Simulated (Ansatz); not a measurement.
Input file for Ansatz (a quantum-chemistry and plane-wave program):

Ansatz 0.2 input:
```yaml
crystal:
  lattice:
    - [0.0, 2.126854822, 2.126854822]
    - [2.126854822, 0.0, 2.126854822]
    - [2.126854822, 2.126854822, 0.0]
  atoms:
    - { symbol: O, position: [0.0, 0.0, 0.0] }
    - { symbol: Mg, position: [0.5, 0.5, 0.5] }
kpoints:
  mp_grid: { grid: [8, 8, 8] }
hamiltonian:
  xc: hse06
  pseudopotentials: { kind: paw }
scf:
  n_extra_bands: 6
  occupations: { method: fixed }
output:
  eigenvalues: true
  eigenstates:
    e_range: [-9.0, 14.7]
    kpoints:
      - [0.0, 0.0, 0.0]  # VBM
      - [0.0, 0.0, 0.0]  # CBM
      - [0.0, 0.0, 0.0]  # GAMMA
      - [0.5, 0.0, 0.5]  # X
      - [0.5, 0.5, 0.5]  # L
      - [0.5, 0.25, 0.75]  # W
      - [0.375, 0.375, 0.75]  # K
      - [0.625, 0.25, 0.625]  # U
```

Output (shortened):

```
Pseudopotentials: kind: paw
Pseudopotential: O, paw, valence charge 6
Pseudopotential: Mg, paw, valence charge 10
Functional definition: HSE06
davidson cushion auto → on  (no smearing: the cushion is to keep the highest requested band from converging to the state above it …
Crystal: 2 atoms, lattice volume = 19.242 Å³
Basis set: ecut = 420 eV, 339 PW (Γ)
Bands: 14, of which v1, the nominal top of the filled ones, is band 8 counted from 1 (7 counted from 0)
Symmetry: 48 space group operations
Space group: Fm-3m (ITA 225), of the structure as read, at distance tolerance 2.7e-5 Å
k-points: 29 of 512
PAW frozen core: O, regenerated for the run's functional, and the local potential with it
PAW frozen core: Mg, regenerated for the run's functional, and the local potential with it
Initial wavefunctions: pseudopotential atomic-orbital guess
Eigensolver: davidson
Functional: x = pbe(κ = 0.804, μ = 0.2195149727645171), c = pbe(β = 0.06672455060314922), warm-up for x = pbe(κ = 0.804, μ = 0.2195149727645171) + 0.25 (exact …
SCF iter   1: F=—  HF=-2494.139460 eV  |F-HF|=—  |Δ(HF+E_count)|=         —  Δρ=5.29e-4  dr2=8.10e-6  ethr=1.77e-3  ⟨swp⟩=2.0  Hψ=2890  notcnv=0
preconditioner: auto → none
SCF iter   2: F=-2494.139622 eV  HF=-2494.139582 eV  |F-HF|=4.03e-5  |Δ(HF+E_count)|=   1.22e-4  Δρ=2.67e-4  dr2=1.97e-6  ethr=5.06e-8  ⟨swp⟩=4.2  Hψ=1393  notcnv=0
SCF 1 stopped early in 2 iterations: F = -2494.139622 eV  dr2 = 1.97e-6
Crystal: 2 atoms, lattice volume = 19.242 Å³
Initial density: handed on by an earlier stage of this run
Initial wavefunctions: those handed on with the density
Functional: x = pbe(κ = 0.804, μ = 0.2195149727645171) + 0.25 (exact − pbe) at short range (hse, ω = 0.20786987370883472 Å⁻¹), c = pbe(β = 0.06672455060314922); HSE06 as pw.x's `hse` composes it (authors' and Libxc's form: `xc: wpbeh`)
Exchange kernel: α = 0.2500, screened, ω = 0.2079 Å⁻¹, Wigner–Seitz truncation, v(0) = 1046.6450 eV·Å³, q-mesh 8×8×8, nearest image of the exchange supercell L …
Frozen-core exchange: fock
SCF iter   1: F=—  HF=-2494.335516 eV  |F-HF|=—  |Δ(HF+E_count)|=         —  Δρ=7.72e-3  dr2=6.44e-3  ethr=1.23e-7  ⟨swp⟩=6.3  Hψ=2094  notcnv=0
preconditioner: auto → none
SCF iter   2: F=—  HF=-2494.333082 eV  |F-HF|=—  |Δ(HF+E_count)|=   2.43e-3  Δρ=3.94e-3  dr2=1.27e-3  ethr=1.23e-7  ⟨swp⟩=4.1  Hψ=1455  notcnv=0
SCF iter   3: F=—  HF=-2494.336148 eV  |F-HF|=—  |Δ(HF+E_count)|=   3.07e-3  Δρ=1.59e-3  dr2=5.52e-4  ethr=1.23e-7  ⟨swp⟩=4.0  Hψ=1481  notcnv=0
SCF iter   4: F=—  HF=-2494.336001 eV  |F-HF|=—  |Δ(HF+E_count)|=   1.48e-4  Δρ=4.63e-4  dr2=3.25e-5  ethr=1.23e-7  ⟨swp⟩=4.0  Hψ=1434  notcnv=0
iter 5 solved again at ethr=1.10e-8 eV; its pass at ethr=1.23e-7 eV (dr2=1.76e-6 eV) is discarded
SCF iter   5: F=-2494.336014 eV  HF=-2494.336014 eV  |F-HF|=2.38e-7  |Δ(HF+E_count)|=   1.34e-5  Δρ=9.63e-5  dr2=2.60e-6  ethr=1.10e-8  ⟨swp⟩=2.0  Hψ=2024  notcnv=0
SCF 2 stopped early in 5 iterations: F = -2494.336014 eV  dr2 = 2.60e-6
hybrid outer 1: dexx = +3.475e-3 eV, tail = 3.65e-5 eV
Crystal: 2 atoms, lattice volume = 19.242 Å³
Exchange kernel: α = 0.2500, screened, ω = 0.2079 Å⁻¹, Wigner–Seitz truncation, v(0) = 1046.6450 eV·Å³, q-mesh 8×8×8, nearest image of the exchange supercell L …
Frozen-core exchange: fock
SCF iter   1: F=—  HF=-2494.335982 eV  |F-HF|=—  |Δ(HF+E_count)|=         —  Δρ=1.28e-4  dr2=4.08e-6  ethr=1.14e-6  ⟨swp⟩=2.0  Hψ=929  notcnv=0
preconditioner: auto → none
iter 2 solved again at ethr=3.68e-11 eV; its pass at ethr=1.88e-8 eV (dr2=5.88e-9 eV) is discarded
SCF iter   2: F=-2494.335981 eV  HF=-2494.335981 eV  |F-HF|=2.92e-9  |Δ(HF+E_count)|=   9.86e-7  Δρ=9.37e-6  dr2=2.34e-8  ethr=3.68e-11  ⟨swp⟩=3.5  Hψ=2313  notcnv=0
SCF 3 converged in 2 iterations: F = -2494.335981 eV  dr2 = 2.34e-8
hybrid outer 2: dexx = +6.970e-8 eV, tail = 5.68e-8 eV, Δε = 3.97e-3 eV (about 3.77e-4 eV left of the loop's levels)
the search or the solves at the SCF's close seem to have found levels that the self-consistency loop had missed (the run counts 1) …
NSCF: frozen V_eff on 8 k-points
hybrid SCF converged: 2 outer / 7 inner (+2 warm-up), last move |dexx| = 6.97e-8 eV, tail = 5.68e-8 eV
Stability not checked (fock_operator)
Free energy (F): -2494.335981 eV
Frozen-core exchange: fock
Harris-Foulkes:  -2494.335981 eV  (|F-HF|=2.92e-9)
Internal energy: -2494.335981 eV  (E = F + TS)
E sigma→0 (E₀):  -2494.335981 eV
Fermi energy:    6.533880 eV
--- Per-component energies (eV) ---
  E_band       = -345.987322
  E_kinetic    = 255.996347
  E_local      = -1621.298901  (includes V_loc(G=0)·N_el)
  E_nonlocal   = 141.017385
  E_hartree    = 561.934988
  E_xc         = -84.662680
  E_vxc        = -107.477949  (∫ρ·V_xc dr)
  E_exx        = -71.386945  (= α·E_x^exact, valence–valence)
  E_paw        = -399.134449  (= ΣΔE_a)
  E_vpaw       = 4.676320  (= ΣTr[D̂ρ^β])
  E_aug_tail   = 0.002448  (compensation charges beyond the density's cutoff)
  E_ewald      = -1276.742632
  E_core_change = -0.061541  (= ΣΔE_core)
  E_smearing   =  0.000000  (= −TS)
  E_closure    =  0.000000  (closes the sum)
  Σ components = -2494.335981   (vs F -2494.335981, Δ=-4.55e-13)
  [band-id]    e_kinetic+e_local+e_nonlocal+2·e_hartree+e_vxc+2·e_exx+e_vpaw+e_augmentation_tail = -345.988266   (vs E_band -345.987322, Δ=-9.44e-4)
--- Band table (eV; the first three rows and the last of 29) ---
  k-point 0: bands = ["-70.2166", "-35.0912", "-35.0912", "-35.0912", "-12.1295", "6.5339", "6.5339", "6.5339", "12.7067", "24.1258", "24.1258", "24.1258", "27.8951", "29.8893"]
  k-point 1: bands = ["-70.2155", "-35.1025", "-35.0922", "-35.0922", "-11.9617", "5.5758", "6.4269", "6.4269", "13.6354", "22.4203", "24.4891", "24.4891", "28.8979", "28.8979"]
  k-point 2: bands = ["-70.2129", "-35.1298", "-35.0946", "-35.0946", "-11.5285", "3.8004", "6.1809", "6.1809", "15.1702", "20.8928", "24.9772", "24.9772", "28.5124", "28.5124"]
  k-point 28: bands = ["-70.2065", "-35.1364", "-35.1364", "-35.1181", "-10.5408", "3.4852", "3.4852", "4.7005", "19.9869", "19.9869", "20.4284", "23.8100", "30.3729", "30.3729"]
  band table: 14 of 14 bands, residual norms ≤ 1.0e-3 eV
```

Cost: about 40 core-seconds (a rough figure) on shared cores.

The points marked VBM and CBM come from a semilocal run.

The PBE relaxation kept the symmetry of its start; phonons on a q-mesh show no instability.

Potentials: the later of the program's two PAW sets.

Ansatz is a plane-wave DFT program.
